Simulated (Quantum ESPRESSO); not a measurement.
```cif
data_C4Si4
_chemical_formula_sum 'C4 Si4'
_space_group_name_H-M_alt 'F-43m'
_space_group_IT_number 216
_space_group_name_Hall 'F -4 2 3'
_cell_length_a 4.35710
_cell_length_b 4.35710
_cell_length_c 4.35710
_cell_angle_alpha 90.000
_cell_angle_beta 90.000
_cell_angle_gamma 90.000
loop_
_atom_site_label
_atom_site_type_symbol
_atom_site_symmetry_multiplicity
_atom_site_Wyckoff_symbol
_atom_site_fract_x
_atom_site_fract_y
_atom_site_fract_z
_atom_site_occupancy
C1 C 4 a 0.00000 0.00000 0.00000 1
Si1 Si 4 c 0.25000 0.25000 0.25000 1
```
(The calculation used a cell of 2 atoms; values per cell refer to that cell.)

Cell and atoms were relaxed with PBEsol from Materials Project entry mp-8062, within its symmetry.

What does norm-conserving PBEsol (Quantum ESPRESSO, 82 Ry, scalar-relativistic) give for the electronic structure near the Fermi level?

The PBEsol gap is indirect, 1.24 eV, from Γ to X; the smallest direct gap is 4.46 eV.
